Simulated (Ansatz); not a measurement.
Input:

V₃Ge:
```cif
data_GeV3
_chemical_formula_sum 'Ge1 V3'
_space_group_name_H-M_alt 'P 1'
_space_group_IT_number 1
_cell_length_a 4.19397
_cell_length_b 4.19397
_cell_length_c 4.19397
_cell_angle_alpha 60.000
_cell_angle_beta 60.000
_cell_angle_gamma 60.000
loop_
_space_group_symop_operation_xyz
  'x, y, z'
loop_
_atom_site_label
_atom_site_type_symbol
_atom_site_fract_x
_atom_site_fract_y
_atom_site_fract_z
_atom_site_occupancy
Ge1 Ge 0.00000 0.00000 0.00000 1
V1 V 0.50000 0.50000 0.50000 1
V2 V 0.25000 0.25000 0.25000 1
V3 V 0.75000 0.75000 0.75000 1
```
The run is spin-polarised; directions of the spins, atom by atom: 0 0 0 0.

This is the PBEsol-relaxed structure.

Question: All from DFT-PBEsol in the program Ansatz with PAW potentials, unless another level is named. Estimate the electronic character.

Answer: metallic (no gap).

Question: What about the density of states at the Fermi level?

Answer: 1.5 states/eV per atom (mean over ±0.08 eV).

Question: Predict the formation energy from the elements (no fitted shifts).

Answer: -0.20 eV/atom.

Space group Fm-3m. A made-up cell: these elements were put on the sites of a structure type; neither database checked (COD, Materials Project) lists it. COD files the formula under space group No. 223. Its standing as an ambient phase is unchecked. Symmetry was held in the PBEsol relaxation. At this level the phase is mechanically unstable. Magnetic state: ferromagnetic, the only order run, not a proven ground state. The references are the lowest solids computed at this level, not always the standard phases. Spin–orbit coupling is left out wherever it is not named.

Potentials: the earlier of the program's two PAW sets. The files were generated under PBE; for other functionals the program regenerates the frozen cores, and for LDA and PBEsol the local potential too.
